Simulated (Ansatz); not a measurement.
ZrRh (space group Pnma)

```yaml
crystal:
  lattice:
    - [6.05513, 0.00000, 0.00000]
    - [0.00000, 4.43946, 0.00000]
    - [0.00000, 0.00000, 5.25186]
  atoms:
    - { symbol: Zr, position: [0.82494, 0.75000, 0.85909] }
    - { symbol: Zr, position: [0.17506, 0.25000, 0.14091] }
    - { symbol: Zr, position: [0.67506, 0.25000, 0.35909] }
    - { symbol: Zr, position: [0.32494, 0.75000, 0.64091] }
    - { symbol: Rh, position: [0.45309, 0.75000, 0.16832] }
    - { symbol: Rh, position: [0.54691, 0.25000, 0.83168] }
    - { symbol: Rh, position: [0.04691, 0.25000, 0.66832] }
    - { symbol: Rh, position: [0.95309, 0.75000, 0.33168] }
```

The slice is a (100) plane (indices of the conventional cell) through the point (0.453, 0.750, 0.168) (fractional), spanned by u = [010] and v = [001] in vectors of this cell: u (4.44 Å) and v (5.25 Å, at 90° to u). It covers one period; positions are fractions (u, v).

Computed with PBEsol (plane waves to 420 eV, PAW, scalar-relativistic; Ansatz, an electronic-structure program). k mesh 8×11×9. These are valence fields of a PAW run, semicore shells included where kept as valence: close to a nucleus they are smooth pseudo fields. ZrRh is run without spin polarisation. ZrRh was relaxed with its symmetry unable to fall.

Three fields on this plane, each scaled to ten steps between its own extremes (0 low, 9 high; the total valence density on a logarithmic scale, the potential cut 8 eV below its top; x marks points blanked near nuclei; v = 0 in the bottom row):

Map A
```
|xxxxx85322222358xxxx|
|xxxxx64333333346xxxx|
|xxxx8544556554458xxx|
|xxx854457999754458xx|
|88654458xxxxx8544568|
|5443457xxxxxxx754344|
|3333459xxxxxxx954333|
|3333469xxxxxxx964333|
|6554469xxxxxxx964455|
|xx86568xxxxxxx86568x|
|xxx85569xxxxx96558xx|
|xxx964568999865469xx|
|xxx953344555443359xx|
|xxx742222333222247xx|
|xx85210111111101258x|
|87531000000000001357|
|65432100000000012345|
|66543110000000113456|
|99764321000001234679|
|xxx964321101123469xx|
|xxxx9542111112459xxx|
|xxxxx74321112347xxxx|
|xxxxx85321112358xxxx|
|xxxxx85322122358xxxx|
```

Map B
```
|xxxxx46876667864xxxx|
|xxxxx36766666763xxxx|
|xxxx3465555555643xxx|
|xxx335544555445533xx|
|44445543xxxxx3455444|
|5556653xxxxxxx356655|
|3446654xxxxxxx456644|
|1124655xxxxxxx556421|
|2112555xxxxxxx555211|
|xx42455xxxxxxx55424x|
|xxx43565xxxxx56534xx|
|xxx634654444456436xx|
|xxx623665444566326xx|
|xxx412577666775214xx|
|xx51124666666642115x|
|33211344433344431123|
|33345553211123555433|
|56678863100013688766|
|66679984100014899766|
|xxx579962000269975xx|
|xxxx5897310137985xxx|
|xxxxx69852125896xxxx|
|xxxxx58974347985xxxx|
|xxxxx47875557874xxxx|
```

Map C
```
|xxxxx48999899984xxxx|
|xxxxx59998889995xxxx|
|xxxx2799766679972xxx|
|xxx279874101478972xx|
|23579972xxxxx2799753|
|6789984xxxxxxx489987|
|6788971xxxxxxx179887|
|3457760xxxxxxx067754|
|0014550xxxxxxx055410|
|xx00352xxxxxxx25300x|
|xxx02541xxxxx14520xx|
|xxx005653000356500xx|
|xxx005787767787500xx|
|xxx016899999998610xx|
|xx00378999999987300x|
|00025899988899985200|
|12367998877788997632|
|44679998765678999764|
|12468998654568998642|
|xxx268976444679862xx|
|xxxx2788654568872xxx|
|xxxxx58876567885xxxx|
|xxxxx38887778883xxxx|
|xxxxx38998889983xxxx|
```

Q: Assign the maps to these fields: electron localisation function (ELF); valence electron density; electrostatic potential energy of an electron, from the cell's mean.

A: A is the valence electron density; B is the electron localisation function (ELF); C is the electrostatic potential energy of an electron, from the cell's mean.
